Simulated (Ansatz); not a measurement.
**Formation energy of AuCu3-type YbOs₃**

Level of theory: DFT, PBE, scalar-relativistic, no spin polarisation; plane waves to 420 eV with PAW datasets (Ansatz 0.2.0), Γ-centred 8×8×8 mesh, 0.05 eV Gaussian smearing; PAW files: Ansatz's generated set soft_2.

This is a trial structure made by placing the elements on a prototype's sites, so it needn't be the stable form.

Symmetry: Pm-3m, No. 221, cubic system. Conventional cell: a = 4.013 Å, b = 4.013 Å, c = 4.013 Å, α = 90.00°, β = 90.00°, γ = 90.00°. Yb (site symmetry m-3m) has 12 Os at 2.84 Å as nearest neighbours. Around Os (site symmetry 4/mmm) lie 4 Yb at 2.84 Å and 8 Os at 2.84 Å. (Neighbours are counted to 15 % beyond the shortest distance.)

The elements were computed in their standard states with the same datasets, cutoff and functional. Absolute energies hang on the potentials; compare differences alone.

Energy of the relaxed cell (4 atoms, smearing extrapolated to zero): -47946.693 eV. Elements, in eV/atom: Yb -13795.026, Os -11384.546.

Task: What is the formation energy?

Result: [-47946.693 − (1 × -13795.026 + 3 × -11384.546)] / 4 = 0.49 eV/atom, or 48 kJ per mole of atoms.

The value is for 0 K, without zero-point energy. A positive value means that this structure is unstable even against the elements at this level.

Without a U the 4f levels of Yb lie too near the Fermi level, so their share of the states there, and what hangs on it, is overstated. No spin–orbit coupling, a notable omission for heavy elements. Spin polarisation wasn't allowed in this run, so with an open shell this may not be the ground state.
